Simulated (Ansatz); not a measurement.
Given:

OsC:
```
CELL_PARAMETERS angstrom
      0.00000     2.28296     2.28296
      2.28296     0.00000     2.28296
      2.28296     2.28296     0.00000
ATOMIC_POSITIONS crystal
  Os 0.00000 0.00000 0.00000
  C  0.25000 0.25000 0.25000
```

This is the PBEsol-relaxed structure.

All from PBEsol (plane waves, PAW; program Ansatz), unless another level is named. Estimate the hole effective mass.

0.54, 0.54, 1.9 mₑ (principal values).

Give the smallest direct gap on the standard path.

0.53 eV.

Next, the HSE06 gap on the PBEsol cell?

0.66 eV.

Next, the formation energy from the elements (no fitted shifts)?

0.74 eV/atom.

Next, the gap with spin–orbit coupling?

none (metallic).

What about the valence-band maximum?

at X.

Space group F-43m (zinc blende). The start of the workflow was typed in or built on a structure type; neither database checked (COD, Materials Project) lists it. Whether it is the stable phase at ambient conditions was not checked. Symmetry was held in the PBEsol relaxation. At this level the phase is mechanically unstable. The run is not spin-polarised. Its formation energy is positive at this level, so the cell may be metastable or incomplete. The references are the lowest solids computed at this level, not always the standard phases. Spin–orbit coupling is left out wherever it is not named.

Potentials: the earlier of the program's two PAW sets. The files were generated under PBE; for other functionals the program regenerates the frozen cores, and for LDA and PBEsol the local potential too.
